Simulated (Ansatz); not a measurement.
## Structure relaxation, C

The start is a generated cell, C built in the hcp structure type. A full variable-cell relaxation at zero pressure is run with PBEsol (plane waves to 420 eV, PAW, scalar-relativistic; Ansatz, a program for electronic structure). The first steps use a coarse 12×12×7 k-mesh.

The start:
```
CELL_PARAMETERS angstrom
      2.18163     0.00000     0.00000
     -1.09082     1.88935     0.00000
      0.00000     0.00000     3.54209
ATOMIC_POSITIONS crystal
  C  0.33333 0.66667 0.25000
  C  0.66667 0.33333 0.75000
```

- Outcome: The space group stays P6₃/mmc (No. 194) (the run could not lower it), with 2 atoms in the primitive cell
- Energy released: 1.29 to 1.31 eV/atom (the two k-meshes of the run give this range)
- Volume change: -19.1 %, from 7.30 to 5.91 Å³/atom
- Shortest distances (start → end): The closest pairs of elements (up to four, under 3.6 Å), start → end: C–C 2.17 → 1.81 Å
- Band gap at the end: no gap (metallic)
- Optimiser moves: 26

It ends as:

Space group P6₃/mmc (No. 194); a = b = 2.470 Å, c = 2.236 Å, α = β = 90.00°, γ = 120.00°

```json
[
 {"atom": "C", "site": "2c", "symmetry": "-6m2", "x": "0.3333", "y": "0.6667", "z": "0.2500"}
]
```

Final values are on a 21×21×21 k-mesh of the relaxed cell. No spin polarisation in the result.

The run could not lose the symmetry of its start, so the end can be a saddle point.

All atoms sit on sites fixed by symmetry, so only the cell could relax.

The relaxed structure here is a generated cell of C: the first start was made by placing the elements on the sites of a structure type, and the end was not matched to a known phase here, so it may be hypothetical. A known form of C has the same space group but another cell.
